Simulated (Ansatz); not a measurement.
A relaxation computed with Ansatz, from input to last step.

```yaml
crystal:
  lattice:
    - [4.9029791427, -2.8280089988, 0.0]
    - [4.9029791427, 2.8280089988, 0.0]
    - [0.0, 0.0, 5.2816956748]
  atoms:
    - { symbol: In, position: [0.3252227415, 0.6747772585, 0.9897489534] }
    - { symbol: In, position: [0.6747772585, 0.3252227415, 0.4897489534] }
    - { symbol: Ga, position: [0.0069945022, 0.3338844486, 0.9926402252] }
    - { symbol: Ga, position: [0.6661155514, 0.9930054978, 0.9926402252] }
    - { symbol: Ga, position: [0.9930054978, 0.6661155514, 0.4926402252] }
    - { symbol: Ga, position: [0.3338844486, 0.0069945022, 0.4926402252] }
    - { symbol: "N", position: [0.0264767015, 0.3336441489, 0.3589520517] }
    - { symbol: "N", position: [0.6663558511, 0.9735232985, 0.3589520517] }
    - { symbol: "N", position: [0.9735232985, 0.6663558511, 0.8589520517] }
    - { symbol: "N", position: [0.3336441489, 0.0264767015, 0.8589520517] }
    - { symbol: "N", position: [0.3078788724, 0.6921211276, 0.3950674929] }
    - { symbol: "N", position: [0.6921211276, 0.3078788724, 0.8950674929] }
basis:
  ecutwfc: 420
kpoints:
  mp_grid: { grid: [6, 6, 6] }
hamiltonian:
  xc: pbesol
scf:
  occupations: { method: gaussian, width: 0.02 }
output:
  forces: true
  stress: true
  eigenvalues: true
relax:
  adjacent_minimum: "off"
  f_tol: 0.01
  max_steps: 30
  cell: { stress_tol: 0.1, fix: [volume] }
```

```bash
ansatz run input.yaml --threads 2 --pin off --max-ram 5120MiB --backend cpu --events-out ev --progress --plain --runs-dir out
```

These are results of DFT PBEsol, scalar-relativistic, plane waves, PAW in Ansatz 0.2.0, not measurements.

The volume is held at 0.97 times that of the relaxed cell.

Of 3 frames 3 are shown, positions in Å and forces in eV/Å; the SCF threshold varies from step to step. Steps run on the plane waves of an earlier cell, with a Pulay correction in the pressure. The basis is chosen afresh for the last frame, the zero of the energies, and at times for earlier ones too; energy and pressure step there, also at an unchanged geometry.

```xyz
12
Lattice="4.9030 -2.8280 0.0000 4.9030 2.8280 0.0000 0.0000 0.0000 5.2817" Properties=species:S:1:pos:R:3:forces:R:3 pbc="T T T" step=1 free_energy_over_end_meV_per_atom=0.01 pressure_GPa=5.53
In    4.9030    0.9885    5.2276    0.0000    0.0049   -0.0138
In    4.9030   -0.9885    2.5867    0.0000   -0.0049   -0.0138
Ga    1.6713    0.9244    5.2428    0.0037   -0.0009    0.0091
Ga    8.1346    0.9244    5.2428   -0.0037   -0.0009    0.0091
Ga    8.1346   -0.9244    2.6020   -0.0037    0.0009    0.0091
Ga    1.6713   -0.9244    2.6020    0.0037    0.0009    0.0091
N     1.7657    0.8687    1.8959    0.0138   -0.0087   -0.0140
N     8.0403    0.8687    1.8959   -0.0138   -0.0087   -0.0140
N     8.0403   -0.8687    4.5367   -0.0138    0.0087   -0.0140
N     1.7657   -0.8687    4.5367    0.0138    0.0087   -0.0140
N     4.9030    1.0866    2.0866    0.0000    0.0090    0.0236
N     4.9030   -1.0866    4.7275    0.0000   -0.0090    0.0236
12
Lattice="4.9036 -2.8281 0.0000 4.9036 2.8281 0.0000 0.0000 0.0000 5.2808" Properties=species:S:1:pos:R:3:forces:R:3 pbc="T T T" step=2 free_energy_over_end_meV_per_atom=0.00 pressure_GPa=5.52
In    4.9036    0.9899    5.2262    0.0000   -0.0013   -0.0070
In    4.9036   -0.9899    2.5857    0.0000    0.0013   -0.0070
Ga    1.6717    0.9249    5.2420    0.0026    0.0005    0.0060
Ga    8.1355    0.9249    5.2420   -0.0026    0.0005    0.0060
Ga    8.1355   -0.9249    2.6015   -0.0026   -0.0005    0.0060
Ga    1.6717   -0.9249    2.6015    0.0026   -0.0005    0.0060
N     1.7667    0.8678    1.8952    0.0039   -0.0036   -0.0066
N     8.0405    0.8678    1.8952   -0.0039   -0.0036   -0.0066
N     8.0405   -0.8678    4.5356   -0.0039    0.0036   -0.0066
N     1.7667   -0.8678    4.5356    0.0039    0.0036   -0.0066
N     4.9036    1.0865    2.0876    0.0000    0.0028    0.0081
N     4.9036   -1.0865    4.7280    0.0000   -0.0028    0.0081
12
Lattice="4.9036 -2.8281 0.0000 4.9036 2.8281 0.0000 0.0000 0.0000 5.2808" Properties=species:S:1:pos:R:3:forces:R:3 pbc="T T T" step=3 free_energy_over_end_meV_per_atom=0.00 pressure_GPa=5.52
In    4.9036    0.9899    5.2262    0.0000   -0.0013   -0.0070
In    4.9036   -0.9899    2.5857    0.0000    0.0013   -0.0070
Ga    1.6717    0.9249    5.2420    0.0026    0.0005    0.0060
Ga    8.1355    0.9249    5.2420   -0.0026    0.0005    0.0060
Ga    8.1355   -0.9249    2.6015   -0.0026   -0.0005    0.0060
Ga    1.6717   -0.9249    2.6015    0.0026   -0.0005    0.0060
N     1.7667    0.8678    1.8952    0.0039   -0.0036   -0.0066
N     8.0405    0.8678    1.8952   -0.0039   -0.0036   -0.0066
N     8.0405   -0.8678    4.5356   -0.0039    0.0036   -0.0066
N     1.7667   -0.8678    4.5356    0.0039    0.0036   -0.0066
N     4.9036    1.0865    2.0876    0.0000    0.0028    0.0081
N     4.9036   -1.0865    4.7280    0.0000   -0.0028    0.0081
```

It took 76 s on 2 threads of Intel(R) Xeon(R) Platinum 8375C CPU @ 2.90GHz (Ice Lake), with other jobs on the host, peak memory 0.74 GiB.